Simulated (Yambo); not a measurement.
Yambo run on BaMgH4 (space group Cmcm, No. 63). The wavefunctions are PBEsol (pw.x of Quantum ESPRESSO, ONCV potentials, scalar-relativistic) ones on a 4×4×2 mesh (24 occupied bands); a = 7.1848 Å, b = 7.1848 Å, c = 5.6879 Å, α = 90.00°, β = 90.00°, γ = 146.08°.

Yambo input:

```
rim_cut
HF_and_locXC
RandQpts= 1000000
RandGvec= 1 Ry
EXXRLvcs= 84 Ry
VXCRLvcs= 336 Ry
% QPkrange
 1 | 1 | 24 | 25 |
 2 | 2 | 24 | 25 |
 5 | 5 | 24 | 25 |
 6 | 6 | 24 | 25 |
 9 | 9 | 24 | 25 |
 13 | 13 | 24 | 25 |
 14 | 14 | 24 | 25 |
%
```

k points by index: 1 = Γ, 2 = (0, 0, -0.5), 5 = (0, -0.5, 0), 6 = (0, -0.5, -0.5), 9 = (0.25, -0.5, 0), 13 = (-0.5, -0.5, 0), 14 = (-0.5, -0.5, -0.5).

Resulting energies as the program prints them:

```
#    K-point    Band    Eo [eV]    Ehf [eV]    Vxc [eV]    Vnlxc [eV]
#
    1    24    -0.631804    -3.794720    -11.39276    -14.55568
    1    25    2.762973    6.966940    -9.001198    -4.797231
    2    24    -0.752286    -3.860388    -11.01135    -14.11946
    2    25    2.957020    7.458605    -9.275770    -4.774185
    5    24    -0.935064    -4.185292    -11.01842    -14.26865
    5    25    2.298864    6.593805    -8.569041    -4.274100
    6    24    -1.621629    -5.015659    -10.83123    -14.22526
    6    25    3.130141    7.503898    -8.735813    -4.362056
    9    24    -0.561279    -3.589748    -11.08997    -14.11844
    9    25    2.211002    6.454571    -8.407509    -4.163940
    13    24    0.000000    -2.955836    -11.40970    -14.36553
    13    25    2.509196    6.902303    -9.102794    -4.709687
    14    24    -0.959901    -4.141485    -10.97917    -14.16075
    14    25    3.080771    7.760694    -9.223817    -4.543893
```
Exchange alone, without screening.

Geometry of the Materials Project entry, not relaxed at this level.

The structure is a Materials Project entry; no match was found in the copy of COD used, and its stability was not checked.
